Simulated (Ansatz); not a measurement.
CuAu3:
```xyz
4
Lattice="-1.9831 1.9831 3.9989 1.9831 -1.9831 3.9989 1.9831 1.9831 -3.9989" Properties=species:S:1:pos:R:3 pbc="T T T"
Cu     0.0000     0.0000     0.0000
Au     0.0000     1.9831     1.9994
Au     1.9831     0.0000     1.9994
Au     0.0000     0.0000     3.9989
```

Relaxed with PBEsol. Special points in fractions of this cell's reciprocal vectors: Γ (0.000, 0.000, 0.000); X (0.000, 0.000, 0.500); P (0.250, 0.250, 0.250); N (0.000, 0.500, 0.000); M (0.500, 0.500, -0.500); S (0.311, 0.689, -0.311); S0 (-0.311, 0.311, 0.311); R (-0.123, 0.123, 0.500); G (0.500, 0.500, -0.123).

List the band energies nearest the Fermi level at these points for PBEsol (plane waves, PAW; program Ansatz).

In eV from the Fermi level; about four levels below and three above (degenerate sets whole), none deeper than 8.9 eV; points with the same levels are listed once.

```tsv
k	below	above
Γ	-1.50 -1.50 -1.48 -1.47	0.85 5.06 5.71
X	-1.66 -1.14 -1.12 -0.51	0.01 3.04 3.66
P	-0.77 -0.37 -0.19 -0.19	4.93 4.93 5.17
N	-2.17 -1.85 -1.73 -1.63	1.88 2.45 7.10 7.10
M	-1.52 -1.52 -1.48 -1.47	1.00 1.00 6.06
S	-1.99 -1.51 -1.13 -0.98	4.65 5.51 7.57
R	-1.76 -1.76 -1.38 -1.31 -0.35	0.10 4.83 5.12
```

Space group I4/mmm. The workflow started from a Materials Project entry (that database holds measured and hypothetical structures alike); the Crystallography Open Database copy checked does not list it. COD files the formula under space group No. 221. Whether it is the stable phase at ambient conditions was not checked. The cell was relaxed with PBEsol under the symmetry of its start; whether a distortion lowers the energy is not shown. No spin polarisation was allowed. Spin–orbit coupling is left out wherever it is not named.

Potentials: the later of the program's two PAW sets.
